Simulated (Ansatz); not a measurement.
LiH (rock salt, space group No. 225), DFT-LDA in the program Ansatz with PAW potentials: ε∞ = 4.98, cell volume 14.94 Å³. Infrared-active transverse modes:

```csv
ω_TO (cm⁻¹),oscillator strength S_xx (e²/amu)
647.7,1.194
```

### Question
Compute the static dielectric constant.

### Answer
Each mode adds (4.921e7/V) S/ω²: 9.37. So ε0 = 14.4.

### Question
What LO frequency does the Lyddane–Sachs–Teller relation give?

### Answer
ω_LO = ω_TO √(ε0/ε∞) = 1099 cm⁻¹.

Space group Fm-3m (rock salt). The LDA relaxation kept the symmetry of its start; phonons on a q-mesh show no instability.

Potentials: the later of the program's two PAW sets.
